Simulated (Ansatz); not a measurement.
ZnCdS2:
```
CELL_PARAMETERS angstrom
      3.93411     0.00000     0.00000
     -1.96706     3.40704     0.00000
      0.00000     0.00000     6.52299
ATOMIC_POSITIONS crystal
  Zn 0.00000 0.00000 0.99925
  Cd 0.33333 0.66667 0.50697
  S  0.33333 0.66667 0.89173
  S  0.00000 0.00000 0.35404
```

Relaxed with PBEsol. Special points in fractions of this cell's reciprocal vectors: Γ (0.000, 0.000, 0.000); M (0.500, 0.000, 0.000); K (0.333, 0.333, 0.000); A (0.000, 0.000, 0.500); L (0.500, 0.000, 0.500); H (0.333, 0.333, 0.500).

List the band energies nearest the valence-band maximum at these points for the program Ansatz at the PBEsol level (PAW).

In eV from the valence-band maximum; about four levels below and three above (degenerate sets whole), none deeper than 8.9 eV; points with the same levels are listed once.

```json
[
 {"k": "Γ", "below": "-1.03 -1.03 -0.26 0.00 0.00", "above": "1.33 2.88 6.11 6.11"},
 {"k": "M", "below": "-3.17 -2.26 -1.71 -0.81", "above": "3.39 3.90 4.80"},
 {"k": "K", "below": "-3.71 -2.33 -2.23 -1.91", "above": "4.03 5.25 5.40"},
 {"k": "A", "below": "-0.81 -0.81 -0.26 -0.26", "above": "2.67 3.36 5.37"},
 {"k": "L", "below": "-1.89 -1.76 -1.59 -1.27", "above": "3.03 3.39 4.70"},
 {"k": "H", "below": "-3.18 -2.60 -1.48 -1.34", "above": "4.10 4.28 5.55"}
]
```

Space group P3m1. The workflow started from a Materials Project entry (that database holds measured and hypothetical structures alike); the Crystallography Open Database copy checked does not list it. Its standing as an ambient phase is unchecked. The PBEsol relaxation kept the symmetry of its start; of distortions, only those at the zone centre were tested. Scalar-relativistic: spin–orbit coupling is off unless named, which matters more the heavier the elements.

Potentials: the later of the program's two PAW sets.
